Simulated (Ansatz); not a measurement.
Structure from Materials Project entry mp-571512 (possibly hypothetical), not relaxed further.

TePt: DFT, r2SCAN, PAW with Ansatz's default frozen-core files, scalar-relativistic (Ansatz 0.2.0).

```yaml
crystal:
  lattice:
    - [4.2628798384, 0.0, 0.0]
    - [-2.1314399192, 3.6917622333, 0.0]
    - [0.0, 0.0, 5.661771]
  atoms:
    - { symbol: Te, position: [0.6666666667, 0.3333333333, 0.75] }
    - { symbol: Te, position: [0.3333333333, 0.6666666667, 0.25] }
    - { symbol: Pt, position: [0.0, 0.0, 0.5] }
    - { symbol: Pt, position: [0.0, 0.0, 0.0] }
kpoints:
  mp_grid: { grid: [10, 10, 7] }
  band_path:
    path:
      - [0.0, 0.0, 0.0]
      - [0.5, 0.0, 0.0]
      - [0.3333333333, 0.3333333333, 0.0]
      - [0.0, 0.0, 0.0]
      - [0.0, 0.0, 0.5]
      - [0.5, 0.0, 0.5]
      - [0.3333333333, 0.3333333333, 0.5]
      - [0.0, 0.0, 0.5]
      - [0.5, 0.0, 0.5]
    npoints: 8
scf:
  occupations: { method: fermi_dirac, width: 0.05 }
hamiltonian:
  xc: r2scan
  pseudopotentials: { kind: paw }
output:
  forces: true
  stress: true
  eigenvalues: true
  efg: { contact_densities: true }
  populations: true
  bader: true
  dos: { projected: true, de: 0.2, e_range: [-14, 8] }
```

Output:

```
Te, Pt: output.efg is read without spin–orbit coupling, which moves field gradients at and beside such atoms by some per cent and up to a factor of two; PAW files take it under magnetization.noncollinear and magnetization.spin_orbit
Engine: ansatz 0.2.0
Pseudopotentials: kind: paw
Pseudopotential: Te, paw, valence charge 16, recommended cutoff 500 eV (meta_gga)
Pseudopotential: Pt, paw, valence charge 18, recommended cutoff 500 eV (meta_gga)
Functional definition: r2SCAN
  parameter k0 = 0.174
  parameter k1 = 0.065
  parameter a1 = 4.9479
  exchange = r2scan_x(k0 = k0, k1 = k1, a1 = a1)
  correlation = r2scan_c
Crystal: 4 atoms, lattice volume = 89.102 Å³
Basis set: ecut = 500 eV, 2235 PW (Γ), exchange–correlation on 128×128×180 points (64 copies of the dense FFT grid, shifted against one another)
Bands: 41, of which v1, the nominal top of the filled ones, is band 34 counted from 1 (33 counted from 0)
Symmetry: 24 space group operations
Space group: P63/mmc (ITA 194), of the structure as read, at distance tolerance 4.5e-5 Å
k-points: 56 of 700
Non-local potential: Te, projectors of the file, l = 0: 2, l = 1: 2, l = 2: 2, l = 3: 2
Non-local potential: Pt, projectors of the file, l = 0: 3, l = 1: 2, l = 2: 2, l = 3: 1
PAW form: soft (Blöchl's): semilocal exchange-correlation on the pseudo side does not see the compensation charge
PAW frozen core: Te, regenerated for the run's functional (the file was generated under x = pbe(κ = 0.804, μ = 0.2195149727645171), c = pbe(β = 0.06672455060314922))
PAW frozen core: Pt, regenerated for the run's functional (the file was generated under x = pbe(κ = 0.804, μ = 0.2195149727645171), c = pbe(β = 0.06672455060314922))
PAW one-centre angular grid: Te, 590 points (default); XC on 160 Gauss nodes
PAW one-centre angular grid: Pt, 590 points (default); XC on 160 Gauss nodes
Initial density: superposition of atomic densities (neutral atoms: chi_scale 0, normalization atom), corrected by the library's trained network
Initial wavefunctions: pseudopotential atomic-orbital guess
Functional: x = r2scan, c = r2scan; τ floored in thin density (d = 2e-4 eV/Å³)
SCF iter   1: F=—  HF=-39063.956295 eV  |F-HF|=—  |Δ(HF+E_count)|=         —  Δρ=9.70e-3  dr2=1.20e-1  dr2_τ=2.71e-2  ethr=1.77e-3  ⟨swp⟩=6.7  Hψ=9206  notcnv=0  defer=6
preconditioner: auto → LDOS  [metal: Δε(μ)=0.019 eV  Ē_g=8.942 eV  σ=0.050 eV  W_gap=0.09  n_scr=22 (ndim 8)  ℏωp=22.3 eV  f_vac=0.025  D(μ)=2.55/eV (n_scr^D=22)  β→1.0]
SCF iter   2: F=—  HF=-39063.962252 eV  |F-HF|=—  |Δ(HF+E_count)|=   5.96e-3  Δρ=3.66e-3  dr2=8.85e-3  dr2_τ=7.71e-3  ethr=1.77e-4  ⟨swp⟩=2.1  Hψ=3792  notcnv=0  defer=74
SCF iter   3: F=—  HF=-39063.961789 eV  |F-HF|=—  |Δ(HF+E_count)|=   4.63e-4  Δρ=1.01e-3  dr2=1.12e-3  dr2_τ=1.32e-4  ethr=1.30e-5  ⟨swp⟩=2.0  Hψ=4325  notcnv=0  defer=74
SCF iter   4: F=—  HF=-39063.961628 eV  |F-HF|=—  |Δ(HF+E_count)|=   1.61e-4  Δρ=1.96e-4  dr2=5.70e-5  dr2_τ=1.17e-6  ethr=1.64e-6  ⟨swp⟩=2.0  Hψ=2857  notcnv=0  defer=74
SCF iter   5: F=—  HF=-39063.961615 eV  |F-HF|=—  |Δ(HF+E_count)|=   1.24e-5  Δρ=2.92e-5  dr2=7.93e-7  dr2_τ=3.36e-8  ethr=8.39e-8  ⟨swp⟩=2.0  Hψ=3010  notcnv=0  defer=74
SCF iter   6: F=-39063.961615 eV  HF=-39063.961615 eV  |F-HF|=1.56e-8  |Δ(HF+E_count)|=   8.84e-9  Δρ=4.68e-6  dr2=1.04e-8  dr2_τ=2.15e-9  ethr=1.47e-10  ⟨swp⟩=10.2  Hψ=11269  notcnv=0
SCF 1 converged in 6 iterations: F = -39063.961615 eV  dr2 = 1.04e-8
  greatest PAW one-centre occupation: 1.000 electrons in one spin orbital (limit 2), on the Pt atom at site 3 (counted from 0), in its partial waves of l = 0
NSCF: frozen V_eff on 65 k-points
SCF converged after 6 iterations
Free energy (F): -39063.961615 eV
Harris-Foulkes:  -39063.961615 eV  (|F-HF|=1.56e-8)
Internal energy: -39063.940661 eV  (E = F + TS)
E sigma→0 (E₀):  -39063.951138 eV
Entropy (-TS):   -0.020954 eV (-5.239 meV/atom)
Fermi energy:    15.159262 eV
--- Per-component energies (eV) ---
  E_band       = -948.597672
  E_kinetic    = 1639.158456
  E_local      = -6095.995061  (includes V_loc(G=0)·N_el)
  E_nonlocal   = -215.078975
  E_hartree    = 2972.882213
  E_xc         = -730.545865
  E_vxc        = -899.406544  (∫ρ·V_xc dr)
  E_paw        = -28334.332653  (= ΣΔE_a)
  E_vpaw       = -1380.384852  (= ΣTr[D̂ρ^β])
  E_aug_tail   = 0.000221  (compensation charges beyond the density's cutoff)
  E_vtau       = 57.351074  (kinetic-family band-sum trace: ∫τ·v_τ [+ j·A + Jᵃ·Aᵃ] dr)
  E_ewald      = -8300.135720
  E_core_change = 0.106722  (= ΣΔE_core)
  E_smearing   = -0.020954  (= −TS)
  E_closure    = -0.000000  (closes the sum)
  Σ components = -39063.961615   (vs F -39063.961615, Δ=0.00e0)
--- Forces (eV/Å), atoms counted from 1 ---
  atom   1  Te    -0.00000000    -0.00000000     0.00000000
  atom   2  Te    -0.00000000     0.00000000     0.00000000
  atom   3  Pt     0.00000000    -0.00000000     0.00000000
  atom   4  Pt     0.00000000     0.00000000     0.00000000
  max |Σ_I F_I| component: 3.47e-18 eV/Å
--- Stress (GPa, compression-positive) ---
       -2.023622       0.000000       0.000000
        0.000000      -2.023622       0.000000
        0.000000       0.000000      -2.173133
  P = ⅓ Tr σ = -2.0735 GPa (-20.735 kbar)
--- PAW observables at the nuclei: V_zz in 10²¹ V/m², potentials from the cell's mean, atoms counted from 1 ---
  atom   1  Te V_zz =   -10.447522   η = 0.0000   by run symmetry: allowed
            electrostatic potential = -8654.269098 V   contact ρ = 1467860.757627 e/Å³
  atom   2  Te V_zz =   -10.447522   η = 0.0000   by run symmetry: allowed
            electrostatic potential = -8654.269098 V   contact ρ = 1467860.757627 e/Å³
  atom   3  Pt V_zz =    -7.239471   η = 0.0000   by run symmetry: allowed
            electrostatic potential = -16119.420803 V   contact ρ = 12079082.760701 e/Å³
  atom   4  Pt V_zz =    -7.239471   η = 0.0000   by run symmetry: allowed
            electrostatic potential = -16119.420803 V   contact ρ = 12079082.760701 e/Å³
--- Band table (eV; the first three rows and the last of 56) ---
  k-point 0: bands = ["-85.2545", "-85.2450", "-39.0473", "-38.9111", "-38.9111", "-38.8902", "-38.8902", "-38.8291", "-23.5994", "-23.5994", "-23.5975", "-23.5975", "-23.5694", "-23.5694", "-23.5581", "-23.5581", "-23.5523", "-23.5516", "0.8855", "3.5323", "7.9036", "9.0425", "9.0425", "9.7986", "11.0564", "11.0564", "11.7866", "11.7866", "13.1593", "13.1593", "13.4665", "13.4665", "15.2547", "15.6139", "16.9063", "17.3025", "17.3463", "17.3463", "20.1263", "20.1263", "22.9391"]
  k-point 1: bands = ["-85.2540", "-85.2454", "-39.0367", "-38.9100", "-38.9100", "-38.8913", "-38.8913", "-38.8401", "-23.5993", "-23.5993", "-23.5976", "-23.5976", "-23.5688", "-23.5688", "-23.5586", "-23.5586", "-23.5523", "-23.5516", "0.9725", "3.2992", "8.2380", "9.1250", "9.1250", "9.9419", "11.1241", "11.1241", "11.4996", "11.4996", "12.7870", "12.7870", "14.0673", "14.0673", "14.5537", "15.0287", "17.2484", "17.2484", "17.5187", "17.7677", "20.2144", "20.2144", "22.3484"]
  k-point 2: bands = ["-85.2527", "-85.2467", "-39.0067", "-38.9072", "-38.9072", "-38.8942", "-38.8942", "-38.8706", "-23.5991", "-23.5991", "-23.5979", "-23.5979", "-23.5671", "-23.5671", "-23.5601", "-23.5601", "-23.5522", "-23.5517", "1.2284", "2.7666", "9.0567", "9.3690", "9.3690", "10.3202", "10.9035", "10.9035", "11.3206", "11.3206", "12.3976", "12.3976", "13.4283", "13.9630", "14.9035", "14.9035", "16.9454", "16.9454", "18.4120", "18.5647", "20.4580", "20.4580", "21.4137"]
  k-point 55: bands = ["-85.2508", "-85.2486", "-38.9630", "-38.9145", "-38.9042", "-38.9039", "-38.8995", "-38.8993", "-23.5980", "-23.5977", "-23.5975", "-23.5969", "-23.5659", "-23.5647", "-23.5644", "-23.5626", "-23.5501", "-23.5501", "2.7418", "2.7795", "8.4543", "8.8985", "9.1444", "9.4969", "10.4050", "10.4967", "11.5479", "11.9696", "12.0165", "12.1386", "12.7358", "12.8325", "13.1948", "13.4026", "17.0616", "17.4600", "19.0157", "19.3606", "20.7037", "21.1141", "23.1871"]
--- Löwdin populations: 4 sites ---
  site symbol       q [e]
     0     Te     15.9000
     1     Te     15.9000
     2     Pt     17.9110
     3     Pt     17.9110
  spilling = 0.005558 (of n_electrons = 68.000000)
--- Bader charges: 4 sites ---
  site symbol  charge [e]  shift [e]
     0     Te      0.3814     0.0000
     1     Te      0.3813     0.0000
     2     Pt     -0.3813     0.0000
     3     Pt     -0.3814     0.0000
  estimated error of the sums over rays = 4.3e-4 e
```

populations.tsv:

```
# site	symbol	l	j	q
# orbitals = lowdin
# n_electrons = 68.000000
# spilling = 0.005558
0	Te	0_5S	-	1.894598
0	Te	1_5P	-	4.006494
0	Te	2_4D	-	9.998936
1	Te	0_5S	-	1.894598
1	Te	1_5P	-	4.006494
1	Te	2_4D	-	9.998936
2	Pt	0_5S	-	1.988462
2	Pt	0_6S	-	0.817402
2	Pt	1_5P	-	5.997654
2	Pt	2_5D	-	9.107471
3	Pt	0_5S	-	1.988462
3	Pt	0_6S	-	0.817402
3	Pt	1_5P	-	5.997654
3	Pt	2_5D	-	9.107471
```

bader_charges.tsv:

```
# site	symbol	x_ang	y_ang	z_ang	partial_charge_e	electrons	volume_ang3	relative_density_drop	shared_charge_e	partial_wave_shift_e
# quadrature_error_electrons = 4.3e-4
0	Te	2.1314	1.2306	4.2463	0.38137	51.61863	23.89	-	0.38137	0.00000
1	Te	0.0000	2.4612	1.4154	0.38135	51.61865	23.89	-	0.38135	0.00000
2	Pt	0.0000	0.0000	2.8309	-0.38135	78.38135	20.66	-	-0.38135	0.00000
3	Pt	0.0000	0.0000	0.0000	-0.38136	78.38136	20.66	-	-0.38136	0.00000
```
